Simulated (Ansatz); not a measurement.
Values for one crystal, relaxed and computed with plane-wave PAW PBE (Ansatz code); other levels are named.

| Property | Value |
|---|---|
| Volume per atom | 13.33 Å³ |
| Band gap | 6.96 eV (indirect) |
| Conduction-band minimum | at Γ |
| Smallest direct gap on the standard path | 7.28 eV |
| Electron effective mass | 0.52 mₑ (isotropic) |
| Valence-band maximum | at R |
| Bulk modulus (Birch–Murnaghan fit) | 66.2 GPa |

**Question.** Which compound is it?
A) KCdCO3F, P-6m2 (Pearson symbol hP7)
B) KMgF3, cubic perovskite
C) ZnF2, rutile
D) KI, rock salt

**Answer.** B, KMgF3, cubic perovskite

Space group Pm-3m (cubic perovskite). Symmetry was held in the PBE relaxation.

Potentials: the later of the program's two PAW sets.
